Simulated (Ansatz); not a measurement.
Data:

Lu2C:
```xyz
3
Lattice="1.7484 1.0094 5.8254 -1.7484 1.0094 5.8254 0.0000 -2.0189 5.8254" Properties=species:S:1:pos:R:3 pbc="T T T"
Lu     0.0000     0.0000     4.2178
Lu     0.0000     0.0000    13.2582
C      0.0000     0.0000     8.7380
```

This is the r²SCAN-relaxed structure.

Task: All from r²SCAN (plane waves, PAW; program Ansatz), unless another level is named. Give the electronic character.

Result: metallic (no gap).

Task: And the density of states at the Fermi level?

Result: 0.63 states/eV per atom (mean over ±0.08 eV).

Task: And the formation energy from the elements (no fitted shifts)?

Result: -0.50 eV/atom.

Space group R-3m. The workflow started from a Materials Project entry (that database holds measured and hypothetical structures alike); the Crystallography Open Database copy checked does not list it. Its standing as an ambient phase is unchecked. Symmetry was held in the r²SCAN relaxation; its stability against distortions is not shown here. The references are the lowest solids computed at this level, not always the standard phases. Scalar-relativistic: spin–orbit coupling is off unless named, which matters more the heavier the elements.

Potentials: the later of the program's two PAW sets.
